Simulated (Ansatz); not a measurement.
Consider the following.

La2Te3:
```xyz
40
Lattice="-4.8547 4.8547 14.5970 4.8547 -4.8547 14.5970 4.8547 4.8547 -14.5970" Properties=species:S:1:pos:R:3 pbc="T T T"
La     2.4937     3.5716     6.1332
La    -1.2831     2.3610     8.4638
La     2.3610     1.2831    20.7301
La     6.1378     2.4937    -6.1332
La     2.4937     1.2831     1.1653
La     3.5716    -2.3610    13.4316
La     2.3610     3.5716    15.7623
La     1.2831     7.2157    -1.1653
La     0.0000     0.0000     4.8743
La     0.0000     0.0000    24.3196
La     0.0000     4.8547     2.4242
La     0.0000     4.8547    12.1728
La    -1.1576     2.4273    18.2462
La     2.4273     1.1576    10.9477
La     6.0122     2.4273     3.6492
La     2.4273     3.6971    -3.6492
Te    -0.7051     3.1596     5.3430
Te    -1.6951     5.5598     9.2540
Te     0.7051     6.5498     5.3430
Te     1.6951     4.1496     9.2540
Te     4.1496    -3.1596    16.5525
Te     3.1596     4.1496    12.6415
Te     0.7051     8.0143     1.9555
Te     1.6951     0.7051    -1.9555
Te     6.5968    -0.7139     4.2792
Te     4.1408    -1.7422    10.3178
Te     3.1125     0.7139     4.2792
Te     5.5685     1.7422    10.3178
Te     1.7422     0.7139    17.6163
Te    -0.7139     1.7422    11.5777
Te     3.1125     4.1408     3.0193
Te     5.5685     3.1125    -3.0193
Te    -0.7718     3.1597    15.0641
Te     3.1597     0.7718    14.1299
Te     5.6264     1.6949     0.4671
Te     1.6949     4.0829    -0.4671
Te    -0.7718     1.6949    21.4284
Te     3.1597     4.0829    -6.8314
Te     5.6264     3.1597     6.8314
Te     1.6949     0.7718     7.7656
```

This is the r²SCAN-relaxed structure.

Task: All from DFT-r²SCAN in the program Ansatz with PAW potentials, unless another level is named. Predict the band gap.

Result: 1.34 eV (indirect).

Task: And the formation energy from the elements (no fitted shifts)?

Result: -1.87 eV/atom.

Task: What about the smallest direct gap on the standard path?

Result: 1.43 eV.

Task: Predict the valence-band maximum.

Result: at M.

Task: Predict the conduction-band minimum.

Result: at Γ.

Space group I-42d. The workflow started from a Materials Project entry (that database holds measured and hypothetical structures alike); the Crystallography Open Database copy checked does not list it. Whether it is the stable phase at ambient conditions was not checked. Symmetry was held in the r²SCAN relaxation; its stability against distortions is not shown here. The references are the lowest solids computed at this level, not always the standard phases. Spin–orbit coupling is left out wherever it is not named.

Potentials: the later of the program's two PAW sets.
